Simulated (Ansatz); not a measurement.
HfScTaN₃:
```
CELL_PARAMETERS angstrom
      3.16245     0.00000     0.00000
     -1.58123     2.73876     0.00000
      0.00000     0.00000     7.70820
ATOMIC_POSITIONS crystal
  Hf 0.00000 0.00000 0.99521
  Sc 0.33333 0.66667 0.33851
  Ta 0.66667 0.33333 0.66785
  N  0.66667 0.33333 0.16337
  N  0.00000 0.00000 0.50535
  N  0.33333 0.66667 0.82971
```

Relaxed with r²SCAN.

### Question
Give the Bader charges and basin volumes of the independent atoms, r²SCAN in the plane-wave PAW code Ansatz.

### Answer


| atom | Bader charge (e) | Bader volume (Å³) |
|---|---|---|
| Hf1 | +2.10 | 10.7 |
| Sc2 | +1.78 | 8.8 |
| Ta3 | +1.96 | 11.4 |
| N4 | -1.95 | 12.9 |
| N5 | -1.91 | 12.1 |
| N6 | -1.98 | 11.0 |

Space group P3m1. The start of the workflow was typed in or built on a structure type; neither database checked (COD, Materials Project) lists it. Its standing as an ambient phase is unchecked. The cell was relaxed with r²SCAN under the symmetry of its start; its stability against distortions is not shown here. No spin polarisation was allowed. Scalar-relativistic: spin–orbit coupling is off unless named, which matters more the heavier the elements.

Potentials: the earlier of the program's two PAW sets.
